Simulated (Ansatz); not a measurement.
MgO:
```yaml
crystal:
  lattice:
    - [0.00000, 2.10222, 2.10222]
    - [2.10222, 0.00000, 2.10222]
    - [2.10222, 2.10222, 0.00000]
  atoms:
    - { symbol: Mg, position: [0.00000, 0.00000, 0.00000] }
    - { symbol: O, position: [0.50000, 0.50000, 0.50000] }
```

Relaxed with r²SCAN. Special points in fractions of this cell's reciprocal vectors: Γ (0.000, 0.000, 0.000); X (0.500, 0.000, 0.500); U (0.625, 0.250, 0.625); K (0.375, 0.375, 0.750); L (0.500, 0.500, 0.500); W (0.500, 0.250, 0.750).

Q: List the band energies nearest the valence-band maximum at these points for DFT-r²SCAN in the program Ansatz with PAW potentials.

A: In eV from the valence-band maximum; about four levels below and three above (degenerate sets whole), none deeper than 8.9 eV; … stands for higher levels left out; points with the same levels are listed once.

```json
[
 {"k": "Γ", "below": "0.00 0.00 0.00", "above": "5.68 …"},
 {"k": "X", "below": "-4.09 -1.37 -1.37", "above": "10.05 …"},
 {"k": "U", "below": "-3.50 -2.71 -1.17", "above": "11.10 …"},
 {"k": "L", "below": "-4.63 -0.68 -0.68", "above": "8.86 …"},
 {"k": "W", "below": "-2.96 -2.96 -1.78", "above": "…"}
]
```

Space group Fm-3m (rock salt). The r²SCAN relaxation kept the symmetry of its start. The volume moved by -16 % from the start of the relaxation.

Potentials: the later of the program's two PAW sets.
